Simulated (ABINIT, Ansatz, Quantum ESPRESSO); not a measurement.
**One calculation of RuAu, 4 ways**

```
Ru Au
1.0
     3.16481    0.00000    0.00000
     0.00000    3.16481    0.00000
     0.00000    0.00000    3.16481
Ru Au
1 1
Direct
  0.00458 0.99713 0.00412
  0.48540 0.49897 0.49709
```

The cell comes from a database or a generator and needn't be the stable form of this composition.

Atoms were shifted at random by some hundredths of an Å from the given cell, which wasn't relaxed again for these runs.

Alike in all runs: task single point; functional PBE; k mesh 8 × 8 × 8; occupations fermi-dirac, width 0.05 eV; no spin polarisation; no spin-orbit coupling. Pressure is positive in compression and, in plane waves, holds the error of the finite cutoff, which Ansatz's Pulay term estimates and takes out.

```json
{"program and potentials": "Quantum ESPRESSO, SSSP 1.3 efficiency PBE", "plane-wave cutoff (eV)": "816", "notes": "17.5 valence electrons an atom on average", "band gap (eV)": "no gap", "pressure (GPa)": "0.09", "largest force (eV/Å)": "0.551", "energy over the undisturbed cell (meV/atom)": "9.04"}
{"program and potentials": "Ansatz, all-electron LAPW, scalar-relativistic", "plane-wave cutoff (eV)": "-", "notes": "-", "band gap (eV)": "no gap", "pressure (GPa)": "0.72", "largest force (eV/Å)": "0.554", "energy over the undisturbed cell (meV/atom)": "-"}
{"program and potentials": "ABINIT, JTH PAW PBE v2.0", "plane-wave cutoff (eV)": "544", "notes": "13.5 valence electrons an atom on average", "band gap (eV)": "no gap", "pressure (GPa)": "1.00", "largest force (eV/Å)": "0.557", "energy over the undisturbed cell (meV/atom)": "9.16"}
{"program and potentials": "Ansatz, Ansatz PAW (earlier soft set)", "plane-wave cutoff (eV)": "420", "notes": "17.5 valence electrons an atom on average; Pulay term of +0.10 GPa included", "band gap (eV)": "no gap", "pressure (GPa)": "0.74", "largest force (eV/Å)": "0.554", "energy over the undisturbed cell (meV/atom)": "9.08"}
```

Force on atom 1 (Ru), eV/Å:

| program and potentials | x | y | z |
| --- | --- | --- | --- |
| Quantum ESPRESSO, SSSP 1.3 efficiency PBE | -0.515 | 0.050 | -0.191 |
| Ansatz, all-electron LAPW, scalar-relativistic | -0.517 | 0.050 | -0.192 |
| ABINIT, JTH PAW PBE v2.0 | -0.520 | 0.049 | -0.192 |
| Ansatz, Ansatz PAW (earlier soft set) | -0.517 | 0.050 | -0.192 |

None finds a gap. The pressure spans 0.09 (Quantum ESPRESSO, SSSP 1.3 efficiency PBE) to 1.00 GPa (ABINIT, JTH PAW PBE v2.0), with all-electron results at 0.72.

Differences between rows come from potentials, basis sets and numerical settings, since the functional is the same but for its coding. Runs on potential files found faulty are left out.
